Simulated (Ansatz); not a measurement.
## YSb (Fm-3m): from strained cells to moduli

```
Y Sb
1.0
     0.00000    3.05846    3.05846
     3.05846    0.00000    3.05846
     3.05846    3.05846    0.00000
Y Sb
1 1
Direct
  0.50000 0.50000 0.50000
  0.00000 0.00000 0.00000
```

Conventional cell: a = 6.117 Å, b = 6.117 Å, c = 6.117 Å, α = 90.00°, β = 90.00°, γ = 90.00°. Around Y (atom 1) lie 6 Sb at 3.06 Å. Sb (atom 2) is surrounded by 6 Y at 3.06 Å.

Unless marked otherwise, the numbers come from PBEsol, all-electron LAPW in Ansatz 0.2.0, scalar-relativistic. k mesh 14×14×14, Fermi-Dirac smearing of 0.050 eV, basis error target 1 meV/atom. The cell was relaxed by PAW under this functional.

The cell is cubic and carries a residual pressure of 0.01 GPa at this level. Each strain component that symmetry leaves independent is applied at ±0.005 and ±0.01, the ions relax wherever a strain frees them, and the stress (tension positive, GPa) is read. Shears are engineering strains, γ = 2ε.

| strain | size | σxx | σyy | σzz | σyz | σxz | σxy |
| --- | --- | --- | --- | --- | --- | --- | --- |
| xx | -0.01 | -1.7334 | -0.1783 | -0.1783 | 0.0000 | 0.0000 | 0.0000 |
| xx | -0.005 | -0.8447 | -0.0935 | -0.0935 | 0.0000 | 0.0000 | 0.0000 |
| xx | +0.005 | 0.7779 | 0.0767 | 0.0767 | 0.0000 | 0.0000 | 0.0000 |
| xx | +0.01 | 1.5169 | 0.1619 | 0.1619 | 0.0000 | 0.0000 | 0.0000 |
| yz | -0.01 | -0.0092 | -0.0070 | -0.0070 | -0.2267 | 0.0000 | 0.0000 |
| yz | -0.005 | -0.0086 | -0.0080 | -0.0080 | -0.1134 | 0.0000 | 0.0000 |
| yz | +0.005 | -0.0086 | -0.0080 | -0.0080 | 0.1134 | 0.0000 | 0.0000 |
| yz | +0.01 | -0.0092 | -0.0070 | -0.0070 | 0.2267 | 0.0000 | 0.0000 |

The slope is [8(σ(+δ) − σ(−δ)) − (σ(+2δ) − σ(−2δ))]/(12δ), and the program imposes the crystal's symmetry on the matrix.

(1) What are the independent elastic constants?

(2) Do they meet the Born conditions?

(3) What moduli does a random aggregate of grains have?

(4) With the density of 6.114 g/cm³, how fast does sound travel, and what Debye temperature follows?

(5) How far do the constants move if PAW replaces LAPW in the same cell?

Results:

(1) C11 = 162.2, C12 = 17.0, C44 = 22.7 GPa.

(2) C11 − C12 = 145.2, C11 + 2C12 = 196.2 and C44 = 22.7 GPa must all be positive, so the crystal is elastically stable; that says nothing yet of its phonons.

(3) B = (C11 + 2C12)/3 = 65.4 GPa. G_V = (C11 − C12 + 3C44)/5 = 42.6 and G_R = 5(C11 − C12)C44/(4C44 + 3(C11 − C12)) = 31.3, so G_H = 37.0 GPa. Then E = 9BG/(3B + G) = 93.3 GPa, ν = (3B − 2G)/(6B + 2G) = 0.262 and B/G = 1.77, on the ductile side of Pugh's 1.75 (a rule of thumb).

(4) 

```csv
direction,slow (m/s),middle (m/s),fast (m/s)
[100],1926,1926,5150
[110],1926,3445,4285
[111],3025,3025,3955
```

The mean of v⁻³ over directions and branches gives v_m = 2636 m/s and θ_D = (ħ/k_B) v_m (6π²n)^(1/3) = 257 K, n being atoms per volume. Young's modulus spans 61 to 159 GPa over directions, and the universal anisotropy index is 1.82.

(5) 

```
constant  LAPW (GPa)  PAW (GPa)  difference
     C11       162.2      162.0        -0.2
     C12        17.0       17.1         0.1
     C44        22.7       22.6        -0.1
```

Keep in mind: responses of metals move with mesh and smearing; the frozen-core PAW files of the compared runs were fitted under PBE, their cores solved anew for this functional.
